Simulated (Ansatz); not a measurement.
InSe:
```
InSe
1.0
    4.08754     0.00000     0.00000
   -2.04377     3.53992     0.00000
    0.00000     0.00000    18.59828
In Se
4 4
Direct
  0.33333   0.66667   0.32597
  0.66667   0.33333   0.67403
  0.66667   0.33333   0.82597
  0.33333   0.66667   0.17403
  0.33333   0.66667   0.60561
  0.66667   0.33333   0.39439
  0.66667   0.33333   0.10561
  0.33333   0.66667   0.89439
```

Relaxed with PBE. Special points in fractions of this cell's reciprocal vectors: Γ (0.000, 0.000, 0.000); M (0.500, 0.000, 0.000); K (0.333, 0.333, 0.000); A (0.000, 0.000, 0.500); L (0.500, 0.000, 0.500); H (0.333, 0.333, 0.500).

Task: List the band energies nearest the valence-band maximum at these points for DFT-PBE in the program Ansatz with PAW potentials.

Result: In eV from the valence-band maximum; about four levels below and three above (degenerate sets whole), none deeper than 8.9 eV; points with the same levels are listed once.

```
k                                below                above
-  -----------------------------------  -------------------
Γ               -0.85 -0.85 -0.77 0.00       0.76 1.45 2.27
M              -1.77 -1.72 -1.36 -1.15       1.66 1.78 1.99
K              -1.63 -1.63 -1.39 -1.39  2.16 2.36 2.61 2.61
A  -0.86 -0.86 -0.86 -0.86 -0.45 -0.45  1.17 1.17 2.29 2.29
L              -1.75 -1.75 -1.26 -1.26  1.82 1.82 1.92 1.92
H              -1.68 -1.68 -1.36 -1.36  2.25 2.25 2.59 2.59
```

Space group P6_3/mmc. The cell was relaxed with PBE under the symmetry of its start. A crystal of weakly bound layers computed without a dispersion correction: the cell and the soft elastic constants depend strongly on that. Spin–orbit coupling is left out wherever it is not named.

Potentials: the earlier of the program's two PAW sets.
